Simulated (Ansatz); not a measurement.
BaZrO$_{3}$:
```
CELL_PARAMETERS angstrom
      4.20497     0.00000     0.00000
      0.00000     4.20497     0.00000
      0.00000     0.00000     4.20497
ATOMIC_POSITIONS crystal
  O  0.00000 0.50000 0.50000
  O  0.50000 0.00000 0.50000
  O  0.50000 0.50000 0.00000
  Ba 0.00000 0.00000 0.00000
  Zr 0.50000 0.50000 0.50000
```

x, y and z are the axes in which the lattice vectors are written.

Problem. Give the high-frequency dielectric tensor and the Born effective charge tensors of the independent atoms from DFPT, plane-wave PAW r²SCAN (Ansatz code).

Solution. 
ε∞:
```
4.48  0.00  0.00
0.00  4.48  0.00
0.00  0.00  4.48
```
Z* of atom 1 (O), rows: field, columns: displacement, in e:
```
-4.73   0.00   0.00
 0.00  -2.00   0.00
 0.00   0.00  -2.00
```
Z* of atom 4 (Ba), rows: field, columns: displacement, in e:
```
2.71  0.00  0.00
0.00  2.71  0.00
0.00  0.00  2.71
```
Z* of atom 5 (Zr), rows: field, columns: displacement, in e:
```
6.01  0.00  0.00
0.00  6.01  0.00
0.00  0.00  6.01
```

Static charges for comparison (Bader): O1 -1.41, Ba4 +1.58, Zr5 +2.64 e. Born charges measure polarisation by displacement and can exceed these by far.

Space group Pm-3m (cubic perovskite). The r²SCAN relaxation kept the symmetry of its start; phonons on a q-mesh show weakly imaginary modes. No spin polarisation was allowed. Spin–orbit coupling is left out wherever it is not named.

Potentials: the later of the program's two PAW sets.
